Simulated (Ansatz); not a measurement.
All numbers below come from Ansatz 0.2.0, DFT PBE, scalar-relativistic, plane waves, PAW. All cells share a 420 eV cutoff and Γ-centred k meshes spaced at most about 0.3 Å⁻¹ (about 0.25 or finer for metals, 2π included). No spin polarisation in the final relaxations.

Each of these unrelaxed guesses is relaxed in cell and atoms within its symmetry. A guess keeps its type if space group and coordination stay and the shape of the cell changes little (axis ratios within about 15 %, angles within 6°); the volume may change.

1. TaNb3F2

Space group P6/mmm (No. 191). a = 5.324 Å, b = 5.324 Å, c = 3.340 Å, α = 90.00°, β = 90.00°, γ = 120.00°
| atom | site | symmetry | x | y | z |
| --- | --- | --- | --- | --- | --- |
| Ta | 1a | 6/mmm | 0.0000 | 0.0000 | 0.0000 |
| Nb | 3g | mmm | 0.5000 | 0.0000 | 0.5000 |
| F | 2c | -6m2 | 0.3333 | 0.6667 | 0.0000 |

2. HfPb4O

Space group F-43m (No. 216). a = 8.286 Å, b = 8.286 Å, c = 8.286 Å, α = 90.00°, β = 90.00°, γ = 90.00°
```csv
atom,site,symmetry,x,y,z
Hf,4a,-43m,0.0000,0.0000,0.0000
Pb,16e,.3m,0.8768,0.3768,0.1232
O,4b,-43m,0.5000,0.0000,0.0000
```

3. YZr2O2

Space group I4/mmm (No. 139). a = 3.934 Å, b = 3.934 Å, c = 9.622 Å, α = 90.00°, β = 90.00°, γ = 90.00°
```
atom  site  symmetry       x       y       z
   Y    2a     4/mmm  0.0000  0.0000  0.0000
  Zr    4d      -4m2  0.0000  0.5000  0.2500
   O    4e       4mm  0.0000  0.0000  0.3750
```

4. Al3C2

Space group P-4m2 (No. 115). a = 3.196 Å, b = 3.196 Å, c = 6.533 Å, α = 90.00°, β = 90.00°, γ = 90.00°
```tsv
atom	site	symmetry	x	y	z
Al	2g	2mm.	0.0000	0.5000	0.3653
Al	1b	-4m2	0.5000	0.5000	0.0000
C	2g	2mm.	0.5000	0.0000	0.2622
```

5. GeSb3O2

Space group P-6m2 (No. 187). a = 4.213 Å, b = 4.213 Å, c = 8.873 Å, α = 90.00°, β = 90.00°, γ = 120.00°
```csv
atom,site,symmetry,x,y,z
Ge,1e,-6m2,0.6667,0.3333,0.0000
Sb,1f,-6m2,0.6667,0.3333,0.5000
Sb,1a,-6m2,0.0000,0.0000,0.0000
Sb,1b,-6m2,0.0000,0.0000,0.5000
O,2h,3m.,0.3333,0.6667,0.2462
```

Q: Which guesses survive the relaxation?

A: Guesses 1, 2 and 4 keep their type.

| guess | kept | start group | end group | V start (Å³/atom) | V end | b/a and c/a, end over start | nearest neighbours start | nearest neighbours end |
| --- | --- | --- | --- | --- | --- | --- | --- | --- |
| 1 | yes | P6/mmm | P6/mmm | 13.7 | 15.4 | 1.00, 1.01 | F 6, Nb 4, Ta 20 | F 6, Nb 4, Ta 20 |
| 2 | yes | F-43m | F-43m | 23.7 | 37.6 | 1.00, 1.00 | Hf 12, O 4, Pb 1 | Hf 12, O 4, Pb 1 |
| 3 | no | I4/mmm | I4/mmm | 14.9 | 20.6 | 1.00, 1.11 | O 5, Y 16, Zr 4 | O 5, Y 2, Zr 4 |
| 4 | yes | P-4m2 | P-4m2 | 13.3 | 10.8 | 1.00, 0.91 | Al 4/5, C 7 | Al 4/5, C 7 |
| 5 | no | P-6m2 | P-6m2 | 22.7 | 19.3 | 1.00, 0.60 | Ge 3, O 12, Sb 3 | Ge 5, O 14, Sb 5/11 |

Neighbours count within 15 % of an atom's shortest distance; end groups are read at 0.02 Å (0.05 Å in metals).

Spin–orbit coupling, which can matter for Hf, Pb, Sb and Ta, is left out. In YZr2O2 I4/mmm, Al3C2 P-4m2, GeSb3O2 P-6m2 an odd number of electrons in the primitive cell allows no gap without spin; a larger cell or a magnetic state could open one. A magnetic state wasn't ruled out in cells without spin, among them GeSb3O2 P-6m2. Cells relaxed within their symmetry can be saddle points.

In counts of neighbours, a slash parts the counts of unlike sites.
